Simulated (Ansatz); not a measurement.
Values for one crystal, relaxed and computed with plane-wave PAW PBEsol (Ansatz code); other levels are named.

| Item | Value |
|---|---|
| Volume per atom | 10.99 Å³ |
| Electronic character | metallic (no gap) |
| Pressure derivative B′ | 4.8 |
| Elastic constants (relaxed ions, GPa) | C11 = 265, C12 = 178, C44 = 127 |
| Young's modulus | 218 GPa |
| Bulk modulus (Birch–Murnaghan fit) | 207 GPa |
| Density of states at the Fermi level | 0.85 states/eV per atom (mean over ±0.08 eV) |

Q: Which compound is it?
(A) YPt3, Cu3Au type
(B) GaBi, rock salt
(C) GaNi3, Cu3Au type
(D) TiNi, P2_1/m (Ti on 2e, Ni on 2e)

A: C, GaNi3, Cu3Au type

Space group Pm-3m (Cu3Au type). The first step of the workflow began from a Materials Project structure, measured or hypothetical; the Crystallography Open Database copy checked does not list it. With Ga and Ni taken as one species the cell has the higher symmetry Fm-3m, so it may be an ordered model of a mixed-site phase. Whether it is the stable phase at ambient conditions was not checked. Symmetry was held in the PBEsol relaxation; its stability against distortions is not shown here. The final state is ferromagnetic, the only order run, not a proven ground state. As this level gives no gap, shear constants depend on the k-mesh and smearing (Fermi–Dirac, 0.1 eV here). Spin–orbit coupling is left out wherever it is not named.

Potentials: the later of the program's two PAW sets.
